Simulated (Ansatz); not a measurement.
# Quadrupolar parameters in TiO2

The cell is a COD entry.

```cif
data_TiO2
_symmetry_space_group_name_H-M 'Pbca'
_symmetry_Int_Tables_number 61
_cell_length_a 5.1450
_cell_length_b 9.1850
_cell_length_c 5.4470
_cell_angle_alpha 90.000
_cell_angle_beta 90.000
_cell_angle_gamma 90.000
loop_
_atom_site_label
_atom_site_type_symbol
_atom_site_symmetry_multiplicity
_atom_site_Wyckoff_symbol
_atom_site_fract_x
_atom_site_fract_y
_atom_site_fract_z
Ti Ti 8 c 0.1270 0.1270 0.8870
O9 O 8 c 0.4650 0.2300 0.8950
O17 O 8 c 0.8200 0.0100 0.8450
```

One atom of each set is listed.

All values are calculated (Ansatz; DFT, PBE, plane waves and PAW (field gradients read without the response of the frozen cores, which leaves them typically 4 to 6 % off), scalar-relativistic, 420 eV cutoff, Γ-centred 5×3×4 k-points, Fermi–Dirac smearing 0.02 eV), not measured.

C_Q = eQV_zz/h, which is 24.18 MHz for Q = 1 b and V_zz = 10²¹ V/m²; η = (V_xx − V_yy)/V_zz.

Ti-47: I = 5/2, Q = 302.0 mb; 17O: I = 5/2, Q = -25.58 mb. Q values from Pyykkö, Mol. Phys. 116, 1328 (2018).

```tsv
site	atoms	first shell	V_zz (10²¹ V/m²)	η	C_Q (MHz)
Ti	8	6 O at 1.92–1.99 Å	1.41	0.22	10.3
O9	8	3 Ti at 1.96–1.99 Å	2.48	0.74	-1.54
O17	8	3 Ti at 1.92–1.95 Å	2.19	0.48	-1.35
```

At this cell the PBE pressure is 5 GPa, so with PBE the cell would grow if it were relaxed. The largest force is 0.8 eV/Å, so the atoms aren't at the calculated equilibrium and relaxing them would move these values.
